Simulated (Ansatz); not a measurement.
Relaxation of a relaxed Mg cell displaced along its unstable phonon at q = (½, 0, 0) of its primitive reciprocal cell (102i cm⁻¹), largest move 0.15 Å; 2 atoms in the cell, which starts as Pmma (No. 51), oP2; a = 5.9914 Å, b = c = 2.9957 Å, α = β = γ = 90.00°. Computed with PBEsol (plane waves to 420 eV, PAW, scalar-relativistic; Ansatz, an electronic-structure program). Γ-centred k-mesh 6×11×11 on the run's cell (coarser than for final values), Fermi–Dirac smearing 0.05 eV. This is the first round of the run. 

The optimiser's lines from the output (shortened; P is positive under compression):

```
relax step   1: F+E_penalty+E_count = -3823.34010511 eV  Δ(F+E_penalty+E_count) = +0.000e0 eV  max|allowed force component| = 1.295e-1 eV/Å  Δτ_max = 0.0000 Å  P = -0.131 GPa  Ω = 53.769 Å³  (6 SCF iters, dr2 threshold 1.00e-7 eV, accepted)
relax step   2: F+E_penalty+E_count = -3823.41583366 eV  Δ(F+E_penalty+E_count) = -7.573e-2 eV  max|allowed force component| = 2.306e-1 eV/Å  Δτ_max = 0.1950 Å  P = -0.393 GPa  Ω = 53.173 Å³  (5 SCF iters, dr2 threshold 2.00e-7 eV, accepted)
relax step   3: F+E_penalty+E_count = -3823.51684590 eV  Δ(F+E_penalty+E_count) = -1.010e-1 eV  max|allowed force component| = 2.010e-1 eV/Å  Δτ_max = 0.1950 Å  P = -0.697 GPa  Ω = 52.324 Å³  (5 SCF iters, dr2 threshold 2.00e-7 eV, accepted)
relax step   4: F+E_penalty+E_count = -3823.60909550 eV  Δ(F+E_penalty+E_count) = -9.225e-2 eV  max|allowed force component| = 4.902e-2 eV/Å  Δτ_max = 0.1784 Å  P = -0.176 GPa  Ω = 50.307 Å³  (5 SCF iters, dr2 threshold 2.00e-7 eV, accepted)
relax step   5: F+E_penalty+E_count = -3823.63076414 eV  Δ(F+E_penalty+E_count) = -2.167e-2 eV  max|allowed force component| = 2.978e-3 eV/Å  Δτ_max = 0.0320 Å  P = -0.249 GPa  Ω = 50.555 Å³  (5 SCF iters, dr2 threshold 2.00e-7 eV, accepted)
relax step   6: F+E_penalty+E_count = -3823.63172010 eV  Δ(F+E_penalty+E_count) = -9.560e-4 eV  max|allowed force component| = 1.631e-3 eV/Å  Δτ_max = 0.0021 Å  P = +0.015 GPa  Ω = 50.049 Å³  (3 SCF iters, dr2 threshold 2.00e-7 eV, accepted)
relax step   7: F+E_penalty+E_count = -3823.63183760 eV  Δ(F+E_penalty+E_count) = -1.175e-4 eV  max|allowed force component| = 5.527e-5 eV/Å  Δτ_max = 0.0007 Å  P = -0.003 GPa  Ω = 50.053 Å³  (3 SCF iters, dr2 threshold 4.81e-8 eV, accepted)
relax step   8: F+E_penalty+E_count = -3823.63171107 eV  Δ(F+E_penalty+E_count) = +1.265e-4 eV  max|allowed force component| = 5.723e-5 eV/Å  Δτ_max = 0.0000 Å  P = -0.003 GPa  Ω = 50.053 Å³  stress off target by 1.92e-2 GPa  SCF on the basis re-selected at this cell (its energy is not comparable with the rows above)  (6 SCF iters)
```

From the first to the last row the energy changes by -0.15 eV/atom and the volume by -6.9 %. The last row is marked as not comparable with the walk above it, whose basis was carried along; it does compare with step 1, since both stand on a basis selected at the nominal cutoff for their own cell.

Later rounds, restarted from the end of this one on a renewed k-mesh, logged 4 more steps and released under 0.01 eV/atom more. The final structure after all rounds: P6/mmm (No. 191), hP1, AFLOW prototype A_hP1_191_a (A_f, as in Sn); a = 3.071 Å, b = 3.071 Å, c = 3.061 Å, α = 90.00°, β = 90.00°, γ = 120.00°. Between re-selections the logged energies stand on a plane-wave basis carried along with the cell. No spin polarisation in the result.

The run could not lose the symmetry of its start, so the end can be a saddle point.

The relaxed structure here is a generated cell of Mg: the first start was made by placing the elements on the sites of a structure type, and the end was not matched to a known phase here, so it may be hypothetical. Known forms of Mg include space group No. 194.
